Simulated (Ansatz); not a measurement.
## GaP with Sn replacing P — Sn-119 Mössbauer parameters

Cell: a supercell of GaP (zinc blende type, F-43m) built from a structure deposited in the COD, with all atoms left at the host's positions.

Space group F-43m (No. 216); a = 16.3515 Å.

```csv
site,Wyckoff,site symmetry,x,y,z
Ga1,16e,.3m,0.4167,0.0833,0.4167
Ga3,24g,2.mm,0.7500,0.0833,0.7500
Ga5,48h,..m,0.7500,0.9167,0.5833
Ga14,4d,-43m,0.7500,0.7500,0.7500
Ga18,16e,.3m,0.0833,0.5833,0.9167
Sn,4a,-43m,0.5000,0.0000,0.5000
P29,48h,..m,0.6667,0.0000,0.6667
P32,16e,.3m,0.8333,0.8333,0.6667
P36,16e,.3m,0.1667,0.6667,0.8333
P42,24f,2.mm,0.0000,0.6667,0.0000
```

One atom of each set is listed; the run and its k-mesh use a cell of 54 atoms with edges of 11.56, 11.56, 11.56 Å.

All values are calculated (Ansatz; DFT, PBE, plane waves and PAW, scalar-relativistic, 420 eV cutoff, Γ-centred 2×2×2 k-points, Fermi–Dirac smearing 0.01 eV, cell charge -1), not measured.

Isomer shifts (against SnO₂) follow from the electron density at the nucleus, δ = α(ρ − ρ₀), with α = 0.099 mm s⁻¹ a₀³ and ρ₀ = 183191.44 a₀⁻³ from a line fitted to 8 measured compounds at this level of theory (rms miss 0.12 mm/s). ΔE_Q = ½eQV_zz(1 + η²/3)^½ with Q = -0.132 b for the 23.9 keV state.

Task: What would the Sn-119 spectrum's parameters be?

Result: 

| site | atoms | first shell | ρ − ρ₀ (a₀⁻³) | δ (mm/s) | ΔE_Q (mm/s) | η |
| --- | --- | --- | --- | --- | --- | --- |
| Sn | 1 | 4 Ga at 2.36 Å | 16.5 | 1.63 | 0.00 | – |

The shift of Sn is in the range of covalently or intermetallically bonded tin.

The defect repeats with the cell of 54 atoms, so it feels its images: sites between two images don't show the values beside a lone defect, and zeros or small values of η there can come from the images' arrangement. A uniform background compensates the cell's charge. The neighbours have not yet relaxed around the defect (largest force 1.9 eV/Å), so a real crystal will differ.

The run took 46 s of wall time (3 min of CPU time) and 4.7 GiB at its peak, on 4 threads of Arm Neoverse V1 (aarch64; 8 cores open to the job, memory cap 8.0 GiB, no GPU), a shared host with a load of 0.5 a core.
